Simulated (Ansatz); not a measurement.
ZnO:
```
ZnO
1.0
    3.23490     0.00000     0.00000
   -1.61745     2.80151     0.00000
    0.00000     0.00000     5.21190
Zn O
2 2
Direct
  0.66667   0.33333   0.00238
  0.33333   0.66667   0.50238
  0.66667   0.33333   0.62282
  0.33333   0.66667   0.12282
```

This is the r²SCAN-relaxed structure. Tensor components refer to the Cartesian frame of this cell.

### Question
All from r²SCAN (plane waves, PAW; program Ansatz), unless another level is named. Estimate the band gap.

### Answer
1.24 eV (direct).

### Question
And the hole effective mass, band 1 of 2 at the edge?

### Answer
2.5 along x, 2.8 along z (mₑ).

### Question
Predict the weight of the valence-edge state by species (Voronoi cells).

### Answer
O 68 %, Zn 32 %.

### Question
Predict the valence-band maximum.

### Answer
at Γ.

Space group P6_3mc (wurtzite). The cell was relaxed with r²SCAN under the symmetry of its start.

Potentials: the later of the program's two PAW sets.
